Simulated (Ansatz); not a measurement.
Te₂Mo:
```yaml
crystal:
  lattice:
    - [3.46691, 0.00000, 0.00000]
    - [0.00000, 6.32991, 0.00000]
    - [0.00000, 0.00000, 35.00000]
  atoms:
    - { symbol: Te, position: [0.75000, 0.07120, 0.45787] }
    - { symbol: Te, position: [0.25000, 0.57969, 0.44142] }
    - { symbol: Mo, position: [0.75000, 0.68101, 0.49732] }
    - { symbol: Te, position: [0.25000, 0.92880, 0.54213] }
    - { symbol: Te, position: [0.75000, 0.42031, 0.55858] }
    - { symbol: Mo, position: [0.25000, 0.31899, 0.50268] }
```
The layer is periodic in x and y and isolated along z.

In-plane strain on the r²SCAN+D4-relaxed layer, atoms relaxed; r²SCAN+D4 (plane waves, PAW; program Ansatz). Strained cells keep their symmetry and size, so buckling under compression is not allowed; words on stability below refer to the unstrained layer.

```json
[
 {"strain x / y (%)": "-4 / -4", "ΔE (meV/atom)": "50.7", "tension xx (N/m)": "-5.03", "tension yy (N/m)": "-6.54", "thickness (Å)": "4.20", "work function (eV)": "4.36"},
 {"strain x / y (%)": "-2 / -2", "ΔE (meV/atom)": "13.0", "tension xx (N/m)": "-3.55", "tension yy (N/m)": "-3.38", "thickness (Å)": "4.15", "work function (eV)": "4.52"},
 {"strain x / y (%)": "-1 / 0", "ΔE (meV/atom)": "…", "tension xx (N/m)": "…", "tension yy (N/m)": "…", "thickness (Å)": "…", "work function (eV)": "…"},
 {"strain x / y (%)": "0 / -1", "ΔE (meV/atom)": "1.2", "tension xx (N/m)": "-0.36", "tension yy (N/m)": "-1.07", "thickness (Å)": "4.12", "work function (eV)": "4.66"},
 {"strain x / y (%)": "0 / 0", "ΔE (meV/atom)": "0.0", "tension xx (N/m)": "0.00", "tension yy (N/m)": "0.00", "thickness (Å)": "4.10", "work function (eV)": "4.67"},
 {"strain x / y (%)": "0 / 1", "ΔE (meV/atom)": "1.2", "tension xx (N/m)": "0.32", "tension yy (N/m)": "1.07", "thickness (Å)": "4.09", "work function (eV)": "4.67"},
 {"strain x / y (%)": "1 / 0", "ΔE (meV/atom)": "0.8", "tension xx (N/m)": "0.74", "tension yy (N/m)": "0.33", "thickness (Å)": "4.09", "work function (eV)": "4.74"},
 {"strain x / y (%)": "2 / 2", "ΔE (meV/atom)": "10.8", "tension xx (N/m)": "1.98", "tension yy (N/m)": "2.57", "thickness (Å)": "4.05", "work function (eV)": "4.82"},
 {"strain x / y (%)": "4 / 4", "ΔE (meV/atom)": "…", "tension xx (N/m)": "…", "tension yy (N/m)": "…", "thickness (Å)": "…", "work function (eV)": "…"}
]
```

Task: Some entries are withheld; supply them.

Result: 
- 4 / 4, ΔE (meV/atom): 41.3
- 4 / 4, tension xx (N/m): 3.62
- 4 / 4, tension yy (N/m): 4.65
- 4 / 4, thickness (Å): 4.00
- 4 / 4, work function (eV): 4.95
- -1 / 0, ΔE (meV/atom): 0.8
- -1 / 0, tension xx (N/m): -0.75
- -1 / 0, tension yy (N/m): -0.33
- -1 / 0, thickness (Å): 4.11
- -1 / 0, work function (eV): 4.60

Space group P2_1/m (1T′). A layer that has been made, often on a substrate. Symmetry was held in the r²SCAN+D4 relaxation; whether a distortion lowers the energy is not shown. No spin polarisation was allowed. Scalar-relativistic: spin–orbit coupling is off unless named, which matters more the heavier the elements.

Potentials: the later of the program's two PAW sets.
